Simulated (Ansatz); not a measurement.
Suppose ScOsC4N4 takes space group P-43m (No. 215), with Sc on 1b; Os on 1a; C on 4e; N on 4e. The guess for ScOsC4N4 was made by a generator: two interpenetrating cyanide-bridged diamond nets.

Level of theory: Ansatz 0.2.0, DFT PBE, scalar-relativistic, plane waves, PAW. Cutoff 420 eV, Γ-centred mesh, Gaussian smearing, collinear spin.

Formation energies are uncorrected and refer to the elements' standard structures at the same level (N₂ as a molecule).

Question: Predict the relaxed structure.

Answer:

Space group P-43m (No. 215). a = 6.015 Å, b = 6.015 Å, c = 6.015 Å, α = 90.00°, β = 90.00°, γ = 90.00°
```csv
atom,site,symmetry,x,y,z
Sc,1b,-43m,0.5000,0.5000,0.5000
Os,1a,-43m,0.0000,0.0000,0.0000
C,4e,.3m,0.1863,0.1863,0.1863
N,4e,.3m,0.3007,0.3007,0.3007
```

Sc is surrounded by 4 N at 2.08 Å; around Os lie 4 C at 1.94 Å; around C lie 1 N at 1.19 Å and 1 Os at 1.94 Å; N has 1 C at 1.19 Å and 1 Sc at 2.08 Å. Another local minimum with the same sites may exist.

Question: And its energy and gap?

Answer: The formation energy is +0.130 eV/atom and the gap on the 6×6×6 mesh of the 10-atom cell is 0.21 eV. The net moment per atom is 0.30 μB and the moment by site is Os 0.6 μB. A positive value: parting into the elements would lower its energy.

The last run used collinear spin and Gaussian smearing of 0.01 eV. These runs have no spin–orbit coupling, which can matter for Os. Kohn–Sham gaps at this level usually fall short of measured ones. The reference form of C is held partly by dispersion forces, which this level lacks. Another magnetic order may lie lower. Small gaps are read on the mesh alone, and bands can cross between its points. Symmetry constrained the relaxation, so the result can be a saddle point. Site moments count only spheres around the atoms; the net moment includes the space between them.
